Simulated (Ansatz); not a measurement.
TiRh (CsCl type, Pm-3m) at seven volumes, the program Ansatz at the r²SCAN level (PAW), scaled uniformly. One row is withheld.

```csv
V (Å³/atom),P (GPa)
13.439,23.37
13.882,14.33
14.325,6.60
14.768,0.00
15.211,-5.64
15.654,?
16.097,-14.53
```

### Question
Fit the shown pressures and predict the withheld one.

### Answer
Third-order Birch–Murnaghan: P = (3/2)B₀(x^(7/2) − x^(5/2))[1 + (3/4)(B′ − 4)(x − 1)] with x = (V₀/V)^(2/3). Least squares on the six rows gives V₀ = 14.768 Å³/atom, B₀ = 202.7 GPa, B′ = 4.26. At V = 15.654, x = 0.9619 and P = -10.43 GPa. The run itself gave -10.44 GPa.

The workflow started from a Materials Project entry (that database holds measured and hypothetical structures alike); the Crystallography Open Database copy checked does not list it. COD files the formula under space group No. 123. Whether it is the stable phase at ambient conditions was not checked. Symmetry was held in the r²SCAN relaxation. At this level the phase is mechanically unstable. No spin polarisation was allowed.

Potentials: the later of the program's two PAW sets.
